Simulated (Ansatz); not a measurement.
The relaxed structure here is a generated cell of Bi2Te3: the first start was made by placing the elements on the sites of a structure type, and the end was not matched to a known phase here, so it may be hypothetical. Known forms of Bi2Te3 include space group No. 166.

A relaxed cell of Bi$_{2}$Te$_{3}$ (P-3m1 (No. 164)), relaxed on a k-mesh at least as fine as the one used below. The numbers are results of r2SCAN (plane waves to 500 eV, PAW, scalar-relativistic; Ansatz, a quantum-chemistry and plane-wave program), not measurements. Γ-centred k-mesh 6×6×1 on the run's cell (coarser than for final values), Fermi–Dirac smearing 0.05 eV.

```
CELL_PARAMETERS angstrom
      4.40894     0.00000     0.00000
     -2.20447     3.81825     0.00000
      0.00000     0.00000    22.03519
ATOMIC_POSITIONS crystal
  Bi 0.33333 0.66667 0.09340
  Bi 0.33333 0.66667 0.59340
  Bi 0.66667 0.33333 0.40660
  Bi 0.66667 0.33333 0.90660
  Te 0.00000 0.00000 0.00000
  Te 0.00000 0.00000 0.50000
  Te 0.33333 0.66667 0.32904
  Te 0.33333 0.66667 0.82904
  Te 0.66667 0.33333 0.17096
  Te 0.66667 0.33333 0.67096
```

The atoms are displaced by (Å):

| atom | ux | uy | uz |
|---|---|---|---|
| Bi1 | -0.093 | 0.006 | -0.020 |
| Bi2 | -0.020 | 0.005 | -0.072 |
| Bi3 | -0.104 | 0.000 | 0.122 |
| Bi4 | -0.005 | 0.021 | 0.071 |
| Te5 | -0.001 | -0.094 | -0.223 |
| Te6 | -0.048 | 0.115 | -0.034 |
| Te7 | 0.001 | 0.012 | 0.038 |
| Te8 | 0.074 | 0.014 | -0.117 |
| Te9 | 0.009 | -0.080 | -0.173 |
| Te10 | 0.024 | -0.003 | 0.028 |

Task: What forces (eV/Å) and pressure result?

Result: 
```json
[
 {"atom": "Bi1", "Fx": "0.23", "Fy": "-0.23", "Fz": "-1.15"},
 {"atom": "Bi2", "Fx": "0.00", "Fy": "0.03", "Fz": "0.79"},
 {"atom": "Bi3", "Fx": "0.21", "Fy": "0.08", "Fz": "-0.87"},
 {"atom": "Bi4", "Fx": "0.03", "Fy": "-0.17", "Fz": "-1.71"},
 {"atom": "Te5", "Fx": "0.11", "Fy": "0.35", "Fz": "1.27"},
 {"atom": "Te6", "Fx": "0.09", "Fy": "-0.40", "Fz": "0.28"},
 {"atom": "Te7", "Fx": "-0.20", "Fy": "0.13", "Fz": "0.31"},
 {"atom": "Te8", "Fx": "-0.12", "Fy": "-0.18", "Fz": "0.75"},
 {"atom": "Te9", "Fx": "-0.25", "Fy": "0.24", "Fz": "0.87"},
 {"atom": "Te10", "Fx": "-0.10", "Fy": "0.16", "Fz": "-0.54"}
]
```

Pressure +0.4 GPa.

Task: Estimate the energy cost of the displacement in the harmonic approximation and compare with the calculation.

Result: For a harmonic well ΔE = −½ Σ F·u = 0.482 eV a cell, or 48 meV/atom. The calculated energy relative to the undisplaced cell is +0.046 eV/atom, so the harmonic estimate holds well.

No spin polarisation in the result.

The run that gave the undisplaced cell could not lose the symmetry of its start; a randomly shaken copy of 10 atoms returns to this structure.
